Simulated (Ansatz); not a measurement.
Starting cell, Sc (hcp, Mg type):

```yaml
crystal:
  lattice:
    - [6.63885, 0.00000, 0.00000]
    - [-1.65971, 2.87471, 0.00000]
    - [0.00000, 0.00000, 5.16637]
  atoms:
    - { symbol: Sc, position: [0.16667, 0.66667, 0.75000] }
    - { symbol: Sc, position: [0.66667, 0.66667, 0.75000] }
    - { symbol: Sc, position: [0.33333, 0.33333, 0.25000] }
    - { symbol: Sc, position: [0.83333, 0.33333, 0.25000] }
```

A phonon eigenvector at M = (0.5, 0.0, 0.0) is frozen into this cell: atom i moves by Q times the vector below, so Q is the largest atomic displacement, in Å. The cell is held. (q is in reciprocal vectors of the primitive cell; the cell shown is doubled to hold the pattern.)

```tsv
atom	x	y	z
Sc1	0.000	0.000	1.000
Sc2	0.000	0.000	-1.000
Sc3	0.000	0.000	1.000
Sc4	0.000	0.000	-1.000
```

Computed with PBE (plane waves to 420 eV, PAW, scalar-relativistic; Ansatz, a quantum-chemistry and plane-wave program). k mesh 8×16×9 (Γ-centred), Fermi-Dirac smearing 0.05 eV. Energies are smeared free energies. With partly filled bands, energies and forces of such displacements shift with the k mesh and the smearing. Sc is run without spin polarisation. Sc was relaxed with its symmetry unable to fall. ΔE is measured from the undisplaced structure.

```json
[
 {"Q (Å)": "-0.280", "ΔE (eV/cell)": "0.477"},
 {"Q (Å)": "-0.187", "ΔE (eV/cell)": "0.213"},
 {"Q (Å)": "-0.093", "ΔE (eV/cell)": "0.053"},
 {"Q (Å)": "0.000", "ΔE (eV/cell)": "0.000"},
 {"Q (Å)": "0.093", "ΔE (eV/cell)": "0.053"},
 {"Q (Å)": "0.187", "ΔE (eV/cell)": "0.213"},
 {"Q (Å)": "0.280", "ΔE (eV/cell)": "0.477"}
]
```

### Question
Which DFPT wavenumber at M = (0.5, 0.0, 0.0) belongs to this mode?
A) 212 cm⁻¹
B) 188 cm⁻¹
C) 135 cm⁻¹

### Answer
C, 135 cm⁻¹. The curvature of the scan gives 136 cm⁻¹

(A displaced cell: forces are minus the slopes of the energy, force constants its curvatures, and phonons follow from these.)
